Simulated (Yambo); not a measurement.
Yambo run on SrAgSF (space group P4/nmm, No. 129). The wavefunctions are PBEsol (Quantum ESPRESSO, PseudoDojo norm-conserving, 84 Ry, no spin-orbit coupling) ones on a 4×4×1 mesh (42 occupied bands); a = 4.109 Å, b = 4.109 Å, c = 9.130 Å, α = 90.00°, β = 90.00°, γ = 90.00°.

Yambo input:

```
rim_cut
gw0
dyson
el_el_corr
HF_and_locXC
ppa
em1d
RandQpts= 1000000
RandGvec= 1 Ry
EXXRLvcs= 84 Ry
VXCRLvcs= 336 Ry
Chimod= "HARTREE"
% BndsRnXp
 9 | 237 |
%
NGsBlkXp= 7 Ry
% LongDrXp
 1.0 | 1.0 | 1.0 |
%
PPAPntXp= 27.2114 eV
% GbndRnge
 1 | 159 |
%
GTermKind= "BG"
DysSolver= "n"
ExtendOut
% QPkrange
 1 | 1 | 42 | 43 |
%
```

k points by index: 1 = Γ.

Table of the .qp output:

```
#    K-point    Band    Eo [eV]    E [eV]    E-Eo [eV]    Vxc [eV]    Vnlxc [eV]    Sc|Eo [eV]    Sc|E [eV]    dSc/dw|Eo [eV]    Re(Z)    Im(Z)
#
    1    42    0.000000    -0.710062    -0.710062    -16.44070    -19.80579    2.463146    2.655027    -7.352000    0.787286    -0.001686
    1    43    1.102430    1.498254    0.395824    -11.04298    -7.030117    -3.528010    -3.617042    -6.119168    0.816408    -0.001263
```
(The two width columns are left out.) Convergence of these settings isn't established.

Geometry of the Materials Project entry, not relaxed at this level.

The structure is a Materials Project entry; no match was found in the copy of COD used, and its stability was not checked.
